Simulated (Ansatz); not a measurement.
Two states of LaTiO3

```
CELL_PARAMETERS angstrom
4.16846 0.00000 0.00000
0.00000 4.16846 0.00000
0.00000 0.00000 4.16846
ATOMIC_POSITIONS crystal
Ti 0.00000 0.00000 0.00000
O 0.50000 0.00000 0.00000
O 0.00000 0.50000 0.00000
O 0.00000 0.00000 0.50000
La 0.50000 0.50000 0.50000
```

Level: r2SCAN; 500 eV; 4×4×4 (shifted by 0.5, 0.5, 0.5 steps) mesh; fermi-dirac occupations (width 0.0121 eV); Ansatz 0.2.0, fixed geometry.

State A: Ti1 up (collinear spin). State B: no moments (no spin polarisation).

Task: Compare the two self-consistent states.

Result: State A is lower by 11.4 meV an atom at zero smearing.

```
state  free energy (meV/atom)  largest moment in a small sphere (μB)  net moment (μB/cell)  gap on mesh (eV)  pressure (GPa)  largest force (eV/Å)
    A                     0.0                                   0.35                  0.50             metal           -23.6                  0.00
    B                    11.0                                   0.00                  0.00             metal           -23.8                  0.00
```

Origin: a known structure type with other elements, at an estimated volume, so it need not be a known compound. Caveats: the k mesh is coarse if the cell is a metal; atoms or cell far from equilibrium; odd electron count without spin polarisation, so a magnetic state may lie lower; correlation that this level lacks may open a gap in such a compound.
